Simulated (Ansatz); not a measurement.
A plane-wave DFT run in Ansatz 0.2.0 (scalar-relativistic PAW potentials unless the input names others): input and command.

```yaml
crystal:
  lattice:
    - [0.0, -1.8075, -1.8075]
    - [0.0, 1.8075, -1.8075]
    - [3.615, 0.0, 0.0]
  atoms:
    - { symbol: Cu, position: [0.5, 0.5, 0.520746888] }
    - { symbol: Cu, position: [0.0, 0.0, -0.020746888] }
basis:
  ecutwfc: 420
kpoints:
  mp_grid: { grid: [18, 18, 14] }
hamiltonian:
  xc: lda
  dispersion: d4
scf:
  occupations: { method: gaussian, width: 0.15 }
  n_extra_bands: 16
output:
  forces: true
  eigenvalues: true
  stress: true
```

```bash
ansatz run input.yaml --threads 2 --pin off --max-ram 5120MiB --backend cpu --events-out ev --progress --plain --runs-dir out
```

Abridged log:
```
Warning: the engine holds no damping parameters fitted to this dispersion correction and functional, so the run takes those fitted to pbe (hamiltonian.dispersion, under Limitations)
Basis set: ecut = 420 eV, 481 PW (Γ)
Bands: 35, of which v1, the nominal top of the filled ones, is band 19 counted from 1 (18 counted from 0)
Symmetry: 16 space group operations
k-points: 440 of 4536
SCF iter   1: F=—  HF=-13112.439992 eV  |F-HF|=—  |Δ(HF+E_count)|=         —  Δρ=2.33e-2  dr2=5.76e-2  ethr=1.77e-3  ⟨swp⟩=5.0  Hψ=61123  notcnv=0  defer=2227
SCF iter   2: F=—  HF=-13112.425692 eV  |F-HF|=—  |Δ(HF+E_count)|=   1.43e-2  Δρ=4.86e-3  dr2=2.13e-3  ethr=1.52e-4  ⟨swp⟩=2.8  Hψ=24488  notcnv=0  defer=2960
SCF iter   3: F=—  HF=-13112.425367 eV  |F-HF|=—  |Δ(HF+E_count)|=   3.25e-4  Δρ=1.61e-3  dr2=2.01e-4  ethr=5.61e-6  ⟨swp⟩=1.0  Hψ=11367  notcnv=0  defer=2960
SCF iter   4: F=—  HF=-13112.425307 eV  |F-HF|=—  |Δ(HF+E_count)|=   5.97e-5  Δρ=8.95e-5  dr2=2.45e-6  ethr=5.30e-7  ⟨swp⟩=1.0  Hψ=11396  notcnv=0  defer=2960
SCF iter   5: F=—  HF=-13112.425305 eV  |F-HF|=—  |Δ(HF+E_count)|=   1.85e-6  Δρ=3.54e-5  dr2=4.76e-7  ethr=6.44e-9  ⟨swp⟩=2.0  Hψ=16538  notcnv=0  defer=2960
SCF iter   6: F=-13112.425305 eV  HF=-13112.425305 eV  |F-HF|=2.84e-9  |Δ(HF+E_count)|=   1.41e-7  Δρ=5.37e-6  dr2=5.28e-9  ethr=2.63e-10  ⟨swp⟩=10.5  Hψ=83658  notcnv=0
SCF 1 converged in 6 iterations: F = -13112.425305 eV  dr2 = 5.28e-9
SCF converged after 6 iterations
Free energy (F): -13112.425305 eV
Harris-Foulkes:  -13112.425305 eV  (|F-HF|=2.84e-9)
Internal energy: -13112.418679 eV  (E = F + TS)
E sigma→0 (E₀):  -13112.421992 eV
Entropy (-TS):   -0.006626 eV (-3.313 meV/atom)
Fermi energy:    16.346545 eV
  E_disp       = -1.121385  (pairwise vdW)
--- Forces (eV/Å), atoms counted from 1 ---
  atom   1  Cu    -0.86004687     0.00000000     0.00000000
  atom   2  Cu     0.86004687     0.00000000     0.00000000
--- Stress (GPa, compression-positive) ---
      -17.755059       0.000000       0.000000
        0.000000     -17.391639       0.000000
        0.000000       0.000000     -17.391639
  P = ⅓ Tr σ = -17.5128 GPa (-175.128 kbar)
```

Apart from outputs, the input differs from a reference run on usual settings in hamiltonian.dispersion: not typed → "d4"; scf.n_extra_bands: not typed → 16. The reference, at the same geometry (not necessarily relaxed), gave pressure -10.48 GPa, largest force 0.861 eV/Å, no gap on the mesh. This run converged in 6 SCF iterations (reference: 6) with an energy at zero smearing 561 meV/atom below the reference's (the Hamiltonian itself differs), pressure -17.51 GPa, largest force 0.860 eV/Å, no gap on the mesh.

Time: 8.2 s on 2 threads of Intel(R) Xeon(R) Platinum 8259CL CPU @ 2.50GHz (Skylake/Cascade Lake) (shared host), peak memory 0.58 GiB.